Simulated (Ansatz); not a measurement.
SiC:
```cif
data_C4Si4
_chemical_formula_sum 'Si4 C4'
_space_group_name_H-M_alt 'P 1'
_space_group_IT_number 1
_cell_length_a 5.78741
_cell_length_b 3.12484
_cell_length_c 5.18329
_cell_angle_alpha 90.000
_cell_angle_beta 90.000
_cell_angle_gamma 90.000
loop_
_space_group_symop_operation_xyz
  'x, y, z'
loop_
_atom_site_label
_atom_site_type_symbol
_atom_site_fract_x
_atom_site_fract_y
_atom_site_fract_z
_atom_site_occupancy
Si1 Si 0.15934 0.25000 0.40434 1
Si2 Si 0.34066 0.75000 0.90434 1
Si3 Si 0.84066 0.75000 0.59566 1
Si4 Si 0.65934 0.25000 0.09566 1
C1 C 0.82350 0.25000 0.39684 1
C2 C 0.67650 0.75000 0.89684 1
C3 C 0.17650 0.75000 0.60316 1
C4 C 0.32350 0.25000 0.10316 1
```

Relaxed with r²SCAN.

**Question.** Which orbitals make up the states near the band edges in DFT-r²SCAN in the program Ansatz with PAW potentials?

**Answer.** Top 1 eV of the valence band: C 2p 82 %, Si 3p 12 %. Bottom 1 eV of the conduction band: Si 3p 46 %, C 2s 15 %, Si 3s 14 %, C 2p 8 %, outside the projected shells 17 %. Projections are on Löwdin-orthogonalised atomic valence shells; empty p or d shells of many metals are not among them.

**Question.** Tabulate the density of states.

**Answer.** States/eV per cell of 8 atoms, in 0.25 eV bins, energy from the valence-band maximum.

| E (eV) | total | C 2p | Si 3p | Si 3s |
|---|---|---|---|---|
| -7.85 | 3.02 | 1.54 | 0.37 | 0.91 |
| -7.60 | 2.15 | 1.09 | 0.31 | 0.57 |
| -7.35 | 1.82 | 0.92 | 0.31 | 0.43 |
| -7.10 | 1.70 | 0.86 | 0.32 | 0.35 |
| -6.85 | 1.99 | 1.01 | 0.42 | 0.35 |
| -6.60 | 2.73 | 1.39 | 0.71 | 0.35 |
| -6.35 | 2.58 | 1.34 | 0.73 | 0.28 |
| -6.10 | 2.31 | 1.22 | 0.66 | 0.25 |
| -5.85 | 1.83 | 0.98 | 0.52 | 0.17 |
| -5.60 | 1.35 | 0.73 | 0.37 | 0.12 |
| -5.35 | 1.54 | 0.84 | 0.42 | 0.14 |
| -5.10 | 2.18 | 1.21 | 0.65 | 0.17 |
| -4.85 | 2.45 | 1.38 | 0.72 | 0.18 |
| -4.60 | 2.67 | 1.54 | 0.76 | 0.20 |
| -4.35 | 3.12 | 1.82 | 0.89 | 0.20 |
| -4.10 | 3.39 | 2.00 | 0.99 | 0.19 |
| -3.85 | 3.46 | 2.07 | 1.03 | 0.19 |
| -3.60 | 3.66 | 2.23 | 1.13 | 0.15 |
| -3.35 | 4.06 | 2.51 | 1.22 | 0.15 |
| -3.10 | 3.31 | 2.09 | 0.94 | 0.13 |
| -2.85 | 3.57 | 2.29 | 0.97 | 0.13 |
| -2.60 | 3.86 | 2.54 | 0.97 | 0.14 |
| -2.35 | 2.90 | 1.96 | 0.71 | 0.09 |
| -2.10 | 2.64 | 1.85 | 0.60 | 0.07 |
| -1.85 | 3.20 | 2.30 | 0.70 | 0.06 |
| -1.60 | 4.15 | 3.05 | 0.88 | 0.06 |
| -1.35 | 4.63 | 3.49 | 0.89 | 0.06 |
| -1.10 | 4.88 | 3.78 | 0.85 | 0.07 |
| -0.85 | 4.60 | 3.67 | 0.68 | 0.07 |
| -0.60 | 2.68 | 2.24 | 0.29 | 0.03 |
| -0.35 | 1.36 | 1.17 | 0.11 | 0.01 |
| -0.10 | 0.47 | 0.42 | 0.03 | 0.00 |
| 0.15 | 0.00 | 0.00 | 0.00 | 0.00 |
| 0.40 | 0.00 | 0.00 | 0.00 | 0.00 |
| 0.65 | 0.00 | 0.00 | 0.00 | 0.00 |
| 0.90 | 0.00 | 0.00 | 0.00 | 0.00 |
| 1.15 | 0.00 | 0.00 | 0.00 | 0.00 |
| 1.40 | 0.00 | 0.00 | 0.00 | 0.00 |
| 1.65 | 0.00 | 0.00 | 0.00 | 0.00 |
| 1.90 | 0.00 | 0.00 | 0.00 | 0.00 |
| 2.15 | 0.00 | 0.00 | 0.00 | 0.00 |
| 2.40 | 0.00 | 0.00 | 0.00 | 0.00 |
| 2.65 | 0.00 | 0.00 | 0.00 | 0.00 |
| 2.90 | 0.00 | 0.00 | 0.00 | 0.00 |
| 3.15 | 0.16 | 0.01 | 0.07 | 0.03 |
| 3.40 | 0.66 | 0.04 | 0.30 | 0.11 |
| 3.65 | 1.45 | 0.12 | 0.64 | 0.22 |
| 3.90 | 2.65 | 0.24 | 1.23 | 0.33 |
| 4.15 | 3.55 | 0.36 | 1.71 | 0.39 |
| 4.40 | 3.29 | 0.37 | 1.56 | 0.36 |
| 4.65 | 2.16 | 0.25 | 1.05 | 0.22 |
| 4.90 | 1.90 | 0.23 | 0.90 | 0.21 |
| 5.15 | 2.03 | 0.25 | 0.87 | 0.24 |
| 5.40 | 2.45 | 0.30 | 1.02 | 0.30 |
| 5.65 | 2.98 | 0.39 | 1.31 | 0.36 |
| 5.90 | 3.47 | 0.48 | 1.59 | 0.43 |
| 6.15 | 3.98 | 0.57 | 1.85 | 0.49 |
| 6.40 | 2.26 | 0.33 | 1.03 | 0.22 |
| 6.65 | 3.81 | 0.51 | 1.61 | 0.44 |
| 6.90 | 4.38 | 0.60 | 1.80 | 0.54 |
| 7.15 | 4.85 | 0.72 | 2.01 | 0.64 |
| 7.40 | 4.46 | 0.70 | 1.78 | 0.63 |
| 7.65 | 4.01 | 0.68 | 1.47 | 0.62 |
| 7.90 | 4.51 | 0.73 | 1.70 | 0.63 |

Space group Pnma. The start of the workflow was typed in or built on a structure type; neither database checked (COD, Materials Project) lists it. It is not the phase usual at ambient conditions (space group No. 186, 216). The cell was relaxed with r²SCAN under the symmetry of its start; whether a distortion lowers the energy is not shown.

Potentials: the later of the program's two PAW sets.
